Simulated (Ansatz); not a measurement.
The relaxed structure here is a generated cell of GaPt: the first start was made by placing the elements on the sites of a structure type, and the end was not matched to a known phase here, so it may be hypothetical.

One stationary structure of GaPt. All values below come from PBE (plane waves to 420 eV, PAW, scalar-relativistic; Ansatz, a quantum-chemistry and plane-wave program).

```
CELL_PARAMETERS angstrom
      0.00000     2.58401     2.58401
      2.58401     0.00000     2.58401
      2.58401     2.58401     0.00000
ATOMIC_POSITIONS crystal
  Ga 0.00000 0.00000 0.00000
  Pt 0.50000 0.50000 0.50000
```

Problem. Find the space group and the Wyckoff positions (tolerance 0.01 Å).

Solution. Space group Fm-3m (No. 225); a = b = c = 5.168 Å, α = β = γ = 90.00°

| atom | site | symmetry | x | y | z |
|---|---|---|---|---|---|
| Ga | 4a | m-3m | 0.0000 | 0.0000 | 0.0000 |
| Pt | 4b | m-3m | 0.5000 | 0.5000 | 0.5000 |

This is the rock salt type.

Problem. Give the shortest distances between elements (the closest pairs, up to four, under 3.6 Å).

Solution. Ga–Pt 2.58 Å.

The volume per atom comes out as 17.25 Å³, the density is 12.74 g/cm³ and the band gap is no gap (metallic).

No spin polarisation in the result.

The run could not lose the symmetry of its start; a randomly shaken copy of 4 atoms returns to this structure.

All atoms sit on sites fixed by symmetry, so only the cell could relax.
